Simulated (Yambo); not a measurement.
Yambo run on MgLa2NiO6 (space group R-3, No. 148). The wavefunctions are PBEsol (pw.x of Quantum ESPRESSO, ONCV potentials, no spin-orbit coupling) ones on a 2×2×2 mesh (43 occupied bands); a = b = c = 5.4270 Å, α = β = γ = 61.21°.

Yambo input:

```
rim_cut
gw0
dyson
el_el_corr
HF_and_locXC
ppa
em1d
RandQpts= 1000000
RandGvec= 1 Ry
EXXRLvcs= 110 Ry
VXCRLvcs= 440 Ry
Chimod= "HARTREE"
% BndsRnXp
 6 | 189 |
%
NGsBlkXp= 3 Ry
% LongDrXp
 1.0 | 1.0 | 1.0 |
%
PPAPntXp= 27.2114 eV
% GbndRnge
 1 | 189 |
%
GTermKind= "BG"
DysSolver= "n"
ExtendOut
% QPkrange
 3 | 3 | 43 | 44 |
%
```

k points by index: 3 = F.

Table of the .qp output:

```
#    K-point    Band    Eo [eV]    E [eV]    E-Eo [eV]    Vxc [eV]    Vnlxc [eV]    Sc|Eo [eV]    Sc|E [eV]    dSc/dw|Eo [eV]    Re(Z)    Im(Z)
#
    3    43    0.000000    -0.499850    -0.499850    -25.82545    -32.75183    6.265723    6.426531    -8.750801    0.756663    -0.001650
    3    44    1.127283    2.211735    1.084451    -26.30770    -22.55334    -2.336592    -2.669912    -8.363083    0.764910    -0.001554
```
(The two width columns are left out.) Convergence of these settings isn't established.

Geometry of the Materials Project entry, not relaxed at this level.

The structure is a Materials Project entry; no match was found in the copy of COD used, and its stability was not checked.

The runs are not spin-polarised; magnetic order was not tried.
